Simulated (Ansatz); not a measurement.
## Structure relaxation, HfN

The start is a relaxed HfN cell, doubled along one cell vector, shaken by Gaussian noise of σ = 0.08 Å a coordinate. Cell shape, volume and atoms are optimised at zero target pressure with r2SCAN (plane waves to 500 eV, PAW, scalar-relativistic; Ansatz, an electronic-structure program). First-step values are on the input's coarse k-mesh.

Ansatz input (later rounds restart from its end on a renewed k-mesh):
Ansatz 0.2 input:
```yaml
crystal:
  lattice:
    - [6.30151498, 0, 0]
    - [-1.575378745, 2.7286360275, 0]
    - [0, 0, 5.6084422023]
  atoms:
    - { symbol: Hf, position: [0.0044020272, 0.0258102666, 0.4790219436] }
    - { symbol: Hf, position: [0.4869391931, -0.0158308255, 0.4951068327] }
    - { symbol: Hf, position: [-0.0095378185, -0.0240883036, -0.0120688488] }
    - { symbol: Hf, position: [0.5131638798, -0.0522449939, 0.0013084524] }
    - { symbol: N, position: [0.1659123667, 0.6262519876, 0.7532294117] }
    - { symbol: N, position: [0.6768078073, 0.7262185636, 0.7240916427] }
    - { symbol: N, position: [0.332288947, 0.3178512137, 0.2581436265] }
    - { symbol: N, position: [0.8511169902, 0.3866151601, 0.2534667857] }
basis: { ecutwfc: 500, ecutrho_ratio: 4, xc_grid: 4, fft_grid_basis: typed }
kpoints: { mp_grid: { grid: [4, 8, 4] } }
hamiltonian:
  xc: r2scan
  dispersion: none
  pseudopotentials: { kind: paw }
scf: { occupations: { method: fermi_dirac, width: 0.05 } }
relax: { f_tol: 0.01, max_steps: 100, cell: { stress_tol: 0.02 } }
output: { forces: true, stress: true }
```

Task: How large is the pressure on the unrelaxed cell, and of which sign?

Result: +5 GPa (positive: the cell is compressed).

Task: By how much does the energy per atom fall from start to end?

Result: 0.11 eV/atom.

Task: Is the parent structure recovered?

Result: The parent structure is recovered, P6₃/mmc (No. 194).

Task: How do the shortest distances between atoms change?

Result: The closest pairs of elements (up to four, under 3.6 Å), start → end: Hf–N 2.15 → 2.30 Å; Hf–Hf 2.76 → 2.80 Å; N–N 2.97 → 3.15 Å.

Task: What band gap does the relaxed structure have at this level?

Result: Zero (metallic).

Final structure:

Space group P6₃/mmc (No. 194); a = b = 3.1511 Å, c = 5.6071 Å, α = β = 90.00°, γ = 120.00°

```tsv
atom	site	symmetry	x	y	z
Hf	2a	-3m.	0.0000	0.0000	0.0000
N	2c	-6m2	0.3333	0.6667	0.2500
```

Final values are on a 17×17×9 k-mesh of the relaxed cell. No spin polarisation in the result.

The first start was generated by placing the elements on the sites of a structure type. Materials Project lists a structure of HfN in the same space group, P6₃/mmc (No. 194); the sites were not compared with it, nor with measured phases. Known forms of HfN include space group No. 225.
